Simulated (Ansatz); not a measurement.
LiCl:
Space group Fm-3m (No. 225); a = b = c = 5.1117 Å, α = β = γ = 90.00°

```json
[
 {"atom": "Li", "site": "4a", "symmetry": "m-3m", "x": "0.0000", "y": "0.0000", "z": "0.0000"},
 {"atom": "Cl", "site": "4b", "symmetry": "m-3m", "x": "0.5000", "y": "0.5000", "z": "0.5000"}
]
```
(The calculation used a cell of 2 atoms; values per cell refer to that cell.)

Relaxed with r²SCAN. 

Question: HSE06 on this cell (Ansatz, a first-principles code, PAW) gives a gap of 7.79 eV. What does r²SCAN give?

Answer: 7.29 eV.

Cost on shared cores: the r²SCAN run (SCF on a 9×9×9 mesh, then bands and DOS) about 13 core-seconds (a rough figure), the HSE06 run (SCF on 7×7×7, then a few points) about 90 core-seconds (a rough figure); the tasks are unlike.

Symmetry was held in the r²SCAN relaxation.

Potentials: the earlier of the program's two PAW sets. The files were generated under PBE; for other functionals the program regenerates the frozen cores, and for LDA and PBEsol the local potential too.

Ansatz is a plane-wave DFT program.
